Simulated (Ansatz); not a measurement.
# Compressing MgTl: a fit and a missing row

MgTl, Pm-3m, a = 3.623 Å. The structure is a COD entry; whether it is the stable form wasn't checked. Ansatz: PBEsol, PAW, 420 eV, Γ-centred 12×12×12 mesh on 2 atoms, Gaussian smearing 0.10 eV; no spin polarisation. Symmetry fixes shape and atoms, so the cell is only scaled; pressure is positive in compression.

| V (Å³/atom) | P (GPa) |
| --- | --- |
| 20.927 | ? |
| 21.641 | 4.64 |
| 22.354 | 2.82 |
| 23.067 | 1.28 |
| 23.781 | -0.02 |
| 24.494 | -1.10 |
| 25.208 | -2.02 |
| 26.159 | -3.01 |

Task: Take V0 = 23.781 Å³/atom, count pressures from its P0 = -0.02 GPa, fit the third-order Birch–Murnaghan form to the other rows, and predict the missing pressure.

Result: With the Eulerian strain f = ½[(V0/V)^(2/3) − 1] and y = (P − P0)/[3f(1 + 2f)^(5/2)], the form is the line y = B0 + 1.5 B0 (B0′ − 4) f. Rows (f, y): 0.03244, 40.9; 0.02106, 40.5; 0.01027, 40.1; -0.00975, 38.8; -0.01905, 38.6; -0.03078, 38.0. Means f = 0.0006983, y = 39.483; Σ(Δf)² = 0.003004, ΣΔfΔy = 0.1428; the slope is their ratio. y = 39.45 + 47.56 f GPa, so B0 = 39.5 GPa and B0′ = 4 + 2 × (47.56)/(3 × 39.45) = 4.80. At V = 20.927, f = 0.04448, y = 41.57 and P = 6.84 GPa. The run gave 6.78 GPa, so the fit is 0.06 GPa too high, a small miss on the scale of the series.

Spin–orbit coupling is left out, which can shift energies with elements as heavy as these.

Cost: 8 runs of about 0.6 core-minutes in all, on Arm Neoverse V1 (shared hosts).